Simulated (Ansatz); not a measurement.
Q: Zn (hcp (Mg type), space group No. 194) is relaxed with PBE in the plane-wave PAW code Ansatz. What lattice parameters of the conventional cell result?

A: a = 2.688 Å, c = 4.786 Å.

Space group P6_3/mmc (hcp (Mg type)). The cell was relaxed with PBE under the symmetry of its start. Axis ratios of metals converge slowly with the k-mesh, so a and c are less sure than the volume.

Potentials: the later of the program's two PAW sets.
